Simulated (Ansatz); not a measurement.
Q: Of these structures of SnS2, which has the lowest energy by PBEsol (plane waves to 420 eV, PAW, scalar-relativistic; Ansatz, a program for electronic structure)?
(A) P-3m1, hP3, CdI2 type, non-magnetic
(B) Fm-3m, cF12, fluorite type, non-magnetic
(C) P4₂/mnm, tP6, rutile type, non-magnetic

A: A, P-3m1, hP3, CdI2 type, non-magnetic. It is the lowest among the structures calculated here; the others lie 0.18 eV/atom (P4₂/mnm, tP6, rutile type, non-magnetic); 0.52 eV/atom (Fm-3m, cF12, fluorite type, non-magnetic) higher.

Q: Give its cell and sites.

A: Space group P-3m1 (No. 164); a = b = 3.6511 Å, c = 6.0705 Å, α = β = 90.00°, γ = 120.00°

```
atom  site  symmetry       x       y       z
----  ----  --------  ------  ------  ------
Sn      1b      -3m.  0.0000  0.0000  0.5000
S       2d       3m.  0.6667  0.3333  0.2572
```

 Band gap: 1.44 eV, indirect (valence top at 67 % of the way from K to Γ, conduction bottom at 33 % of the way from L to M) (no spin-orbit coupling). Density 4.33 g/cm³.

 4 generated cells of layers, chains or molecules, poorly bound without dispersion, are left out. Each run could gain symmetry but not lose that of its start, so entries can be saddle points. From databases, or of a type measured for this composition: P-3m1, hP3, CdI2 type, non-magnetic; the others are generated cells (placed on structure types, drawn at random, substituted or restacked) that were not matched to a known phase here. Each structure is listed in the lowest spin state found for it. Energies are at zero temperature and pressure, without zero-point motion. No spin polarisation in the result. Without a van der Waals term the distances between weakly bound units are poorly fixed.
